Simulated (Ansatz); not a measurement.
## Vibrational response of HfSi7

Method: DFT PBE, scalar-relativistic, plane waves, PAW in Ansatz. Cutoff 420 eV, 6×6×6 k-points (Γ-centred), Fermi-Dirac smearing of 0.15 eV. No spin polarisation. Phonons by linear response, acoustic sum rule imposed.

Relaxed structure:
```xyz
8
Lattice="5.6438 0.0000 0.0000 0.0000 5.6438 0.0000 0.0000 0.0000 5.6438" Properties=species:S:1:pos:R:3 pbc="T T T"
Hf    0.0000    0.0000    0.0000
Si    1.4944    1.4944    1.4944
Si    0.0000    2.8219    2.8219
Si    2.8219    2.8219    0.0000
Si    2.8219    0.0000    2.8219
Si    4.1494    1.4944    4.1494
Si    4.1494    4.1494    1.4944
Si    1.4944    4.1494    4.1494
```

The cell was built by swapping an element in a database structure (itself possibly hypothetical) and relaxing; it need not be the stable form of this composition. With next to no gap, frequencies and elastic constants depend on the k mesh and the smearing, soft modes and shear constants most. Spin–orbit coupling is left out, which can shift energies with elements as heavy as these.

Task: Is this structure stable against zone-centre distortions?

Result: Yes, at Γ: no optical mode is imaginary. Strains and other wave vectors aren't tested by this run.

Task: List the optical modes at Γ (i marks imaginary ones).

Result:
| frequency (THz) | degeneracy |
| --- | --- |
| 2.04 | 3 |
| 2.98 | 3 |
| 8.99 | 3 |
| 9.89 | 2 |
| 11.32 | 3 |
| 11.53 | 3 |
| 11.66 | 1 |
| 12.88 | 3 |

On the mesh the filled and empty bands stay 0.03 eV apart, little enough for the smearing to populate both, so at this level the crystal is a narrow-gap semiconductor or semimetal, not an ordinary metal; spin–orbit coupling, left out, can open or move such a gap.

Cost: 1 run of about 6.6 core-minutes, on Oxide Virtual Turin-like Processor (Zen 5) (shared hosts).